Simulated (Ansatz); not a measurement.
# Polymorphs of PbI$_{2}$

14 relaxations of PbI2 ended in 8 distinct structures. Computed with PBEsol (plane waves to 420 eV, PAW, scalar-relativistic; Ansatz, a quantum-chemistry and plane-wave program).

```csv
#,space group,Pearson,type,E − E(lowest) (eV/atom),V (Å³/atom),"gap (eV, no SOC)",coordination,runs ending here
1,P-3m1,hP3,CdI2 type,0.000,42.12,2.16,"Pb 6 (octahedral), I 3 (trigonal pyramidal)",4
2,P2₁/c,mP12,"AFLOW prototype A2B_mP12_14_2e_e (C43, as in ZrO2)",0.029,39.37,2.07,–,1
3,Pnnm,oP6,AFLOW prototype AB2_oP6_58_a_g (as in Fe2C),0.043,43.15,2.02,–,2
4,P-31m,hP9,AFLOW prototype AB2_hP9_162_ad_k (as in V2N),0.046,42.92,1.57,–,2
5,P6₃/mmc,hP6,"AFLOW prototype AB2_hP6_194_c_f (C7, as in MoS2)",0.074,41.61,2.05,–,2
6,I4/mmm,tI6,–,0.129,36.57,1.25,–,1
7,P4₂/mmc,tP6,–,0.319,39.89,0.31,–,1
8,P6/mmm,hP3,–,0.69,34.93,0.00,–,1
```

Coordination numbers (neighbours up to the widest gap in distance over summed covalent radii, below 1.35; n+m marks a second, longer set; metal–metal contacts left out). P-3m1, hP3, CdI2 type is the lowest among the structures calculated here.

PbI2 is modelled in the trigonal space group P-3m1 (No. 164), the CdI2 type structure, Pearson symbol hP3. Lattice parameters: a = b = 4.543 Å, c = 7.069 Å, α = β = 90.00°, γ = 120.00°. Pb on 1a sees 6 I at 3.216 Å (octahedral). I on 2d is surrounded by 3 Pb at 3.216 Å (trigonal pyramidal). (Neighbours: up to the widest gap in distance over summed covalent radii, below 1.35, at either atom; cation-cation and far metal-metal contacts left out.)

Each run could gain symmetry but not lose that of its start, so entries can be saddle points. From databases, or of a type measured for this composition: P-3m1, hP3, CdI2 type; the others are generated cells (placed on structure types, drawn at random, substituted or restacked) that were not matched to a known phase here. Static energies at zero pressure. No spin polarisation in the result. Spin-orbit coupling is missing; with elements this heavy it can move band edges by tenths of an eV or more. Gaps of cells over 8 atoms come from the SCF mesh and high-symmetry points alone.
